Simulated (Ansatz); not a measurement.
Fields on a plane of ZnS (space group R3m)

```
CELL_PARAMETERS angstrom
      1.87086     1.08014    12.25897
     -1.87086     1.08014    12.25897
      0.00000    -2.16029    12.25897
ATOMIC_POSITIONS crystal
  Zn 0.41668 0.41668 0.41668
  Zn 0.00017 0.00017 0.00017
  Zn 0.58349 0.58349 0.58349
  Zn 0.83333 0.83333 0.83333
  S  0.64594 0.64594 0.64594
  S  0.89579 0.89579 0.89579
  S  0.47901 0.47901 0.47901
  S  0.06249 0.06249 0.06249
```

The slice is a (1 -1 0 2) plane (indices of the conventional cell) through the point (0.646, 0.646, 0.646) (fractional), spanned by u = [1 0 -1] and v = [010] in vectors of this cell: u (3.74 Å) and v (12.45 Å, at 90° to u). It covers one period; positions are fractions (u, v).

Atoms on it: S at (0.00, 0.00). Other atoms lie within 1 Å of the plane.

These are LDA (plane waves to 420 eV, PAW, scalar-relativistic; Ansatz, an electronic-structure program) values and carry that method's errors. k mesh 10×10×10. Near the nuclei the fields are pseudised (PAW); where an atom keeps semicore shells as valence, they peak there. This is one of several known forms of ZnS; the measured ambient cells at hand have space group No. 186 or 216. ZnS was relaxed with its symmetry unable to fall.

```
|xxxx--%%@@%%--xx|
|  ::**@@@@@@**::|
|xxxx::##@@##::xx|
|xxxx  ##%%##  xx|
|xx  **%%@@%%**  |
|##%%@@@@@@@@@@%%|
|%%@@@@@@@@@@@@@@|
|**##%%@@@@@@%%##|
|  --##%%@@%%##--|
|  --##@@@@@@##--|
|**##@@@@@@@@@@##|
|%%%%@@@@@@@@@@%%|
|####%%##**##%%##|
|####++xxxxxx++##|
|@@%%::xxxxxx::%%|
|@@@@**  xx  **@@|
|@@@@%%**++**%%@@|
|******::xx::****|
|xxxx..::xx::..xx|
|xxxxxx++**++xxxx|
```
Scale: ten equal steps from 0.00 (start of ' ') to 8.04 (end of '@'), in the order ' .:-=+*#%@'. Values: electrostatic potential energy of an electron, from the cell's mean, in eV. The map has 8 points along u (two characters each, u = 0 at the left) and 20 along v (v = 0 in the bottom row). Points within 1 Å of a nucleus are blanked (x), as the pseudised field means little there. Values under 0 eV are set to 0. The zero, the cell's mean, hangs on the PAW cores.

```tsv
v \ u	0.00	0.12	0.25	0.38	0.50	0.62	0.75	0.88
0.90	0.40	0.38	0.27	0.07	0.02	0.07	0.27	0.38
0.75	0.19	0.18	0.15	0.13	0.16	0.13	0.15	0.18
0.60	0.28	0.24	0.13	0.04	0.02	0.04	0.13	0.24
0.45	0.55	0.43	0.15	0.03	0.01	0.03	0.15	0.43
0.30	0.10	0.24	0.68	0.83	0.84	0.83	0.68	0.24
0.15	0.03	0.04	0.12	0.29	0.35	0.29	0.12	0.04
0.00	x	x	0.84	0.40	0.15	0.40	0.84	x
```

Values: electron localisation function (ELF). Points within 0.5 Å of a nucleus are blanked (x), as the pseudised field means little there.
